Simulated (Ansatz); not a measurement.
Values for one crystal, relaxed and computed with plane-wave PAW r²SCAN (Ansatz code); other levels are named.

```yaml
volume_per_atom: 15.74 Å³
band_gap: 7.82 eV (direct)
Electron effective mass, band 2 of 3 at the edge: 6.2 along [100], 9.0 along [110], 7.8 along [111] (mₑ)
Hole effective mass with spin–orbit coupling, band 2 of 2 at the edge: 2.8 along [100], 3.3 along [110], 3.6 along [111] (mₑ)
Pressure derivative B′: 5.7
Hole effective mass with spin–orbit coupling, band 1 of 2 at the edge: 4.7 along [111] (mₑ)
Hole effective mass, band 1 of 3 at the edge: 5.8 along [111] (mₑ)
```

Question: Which of these materials gives this?
(A) YSF, P4/nmm (Y on 2c, S on 2c, F on 2a)
(B) Rb2NaScF6, Fm-3m (Rb on 8c, Na on 4b, Sc on 4a, F on 24e)
(C) Rb2H4Pt, P4_2/mnm (Rb on 4d, H on 4e, H on 4f, Pt on 2a)
(D) LaOF, R-3m (La on 6c, O on 6c, F on 6c)

Answer: B, Rb2NaScF6, Fm-3m (Rb on 8c, Na on 4b, Sc on 4a, F on 24e)

The first step of the workflow began from a Materials Project structure, measured or hypothetical; the Crystallography Open Database copy checked does not list it. Its standing as an ambient phase is unchecked. The cell was relaxed with r²SCAN under the symmetry of its start; whether a distortion lowers the energy is not shown. The run is not spin-polarised. Scalar-relativistic: spin–orbit coupling is off unless named, which matters more the heavier the elements.

Potentials: the later of the program's two PAW sets.
